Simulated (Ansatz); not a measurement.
# Compressing Al$_{3}$Cu: a fit and a missing row

Al$_{3}$Cu, Pm-3m, a = 3.892 Å. The structure is a Materials Project entry; whether it is the stable form wasn't checked. Ansatz: PBEsol, PAW, 420 eV, Γ-centred 12×12×12 mesh on 4 atoms, Gaussian smearing 0.10 eV; no spin polarisation. Symmetry fixes shape and atoms, so the cell is only scaled; pressure is positive in compression.

| V (Å³/atom) | P (GPa) |
| --- | --- |
| 12.974 | ? |
| 13.416 | 11.66 |
| 13.858 | 7.13 |
| 14.300 | 3.27 |
| 14.743 | -0.02 |
| 15.185 | -2.82 |
| 15.627 | -5.21 |
| 16.217 | -7.83 |

Problem. Take V0 = 14.743 Å³/atom, count pressures from its P0 = -0.02 GPa, fit the third-order Birch–Murnaghan form to the other rows, and predict the missing pressure.

Solution. With the Eulerian strain f = ½[(V0/V)^(2/3) − 1] and y = (P − P0)/[3f(1 + 2f)^(5/2)], the form is the line y = B0 + 1.5 B0 (B0′ − 4) f. Rows (f, y): 0.03245, 102.5; 0.02107, 102.0; 0.01027, 101.5; -0.00975, 100.6; -0.01904, 100.1; -0.03078, 99.1. Means f = 0.0007033, y = 100.97; Σ(Δf)² = 0.003004, ΣΔfΔy = 0.1545; the slope is their ratio. y = 100.9 + 51.44 f GPa, so B0 = 100.9 GPa and B0′ = 4 + 2 × (51.44)/(3 × 100.9) = 4.34. At V = 12.974, f = 0.04448, y = 103.19 and P = 17.02 GPa. The run gave 16.96 GPa, so the fit is 0.06 GPa too high, a small miss on the scale of the series.